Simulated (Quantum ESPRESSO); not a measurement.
# Where does Ge sit best among Si sites?

The results below are calculated, not measured. They come from pw.x of Quantum ESPRESSO 7.5, a plane-wave density functional program, with PseudoDojo standard norm-conserving files (v0.5 for PBE, v0.4.1 for LDA and PBEsol). The cells are made up: elements, strain and atom displacements were drawn at random, and nothing was relaxed. There is no spin polarisation, spin-orbit coupling or dispersion term.

The cell has 8 sites of a zincblende or diamond lattice. Sites 1 to 4 hold Si P Si Si; sites 5 to 8 hold X X X X. Cell vectors in Å: (5.428, -0.066, 0.098); (-0.066, 5.466, 0.064); (0.098, 0.064, 5.296). Settings: PBE, cutoff 1061 eV, 6 x 6 x 6 k mesh shifted by half a step, Fermi-Dirac smearing of 0.1 eV.

In each run one of the sites marked X holds Ge and the others hold Si; cell and positions stay the same. E is the free energy of the cell.

```
site of the guest  first shell  mean distance (Å)  E above the lowest (eV)  P (GPa)  force on the guest (eV/Å)
                5         PSi3              2.308                    0.156     4.13                      1.655
                6         PSi3              2.359                    0.029     3.99                      1.924
                7         PSi3              2.368                    0.000     3.92                      0.317
                8         PSi3              2.321                    0.132     4.12                      1.050
```

A rerun of one of these cells at 1347 eV and k mesh 8 x 8 x 8 moved values by no more than 0.005 eV in the cell's energy, 0.13 GPa in stress and 0.018 eV/Å in force.

## Reading the table

Site 7 is lowest, by 0.029 eV, over three times the rerun's bound. A straight line of energy against the mean distance has a slope of -2.6 ± 0.2 eV/Å, so the guest costs less on the roomier sites. The positions are random and not relaxed, so the differences hold for this frozen cell and are not site preferences of a real crystal.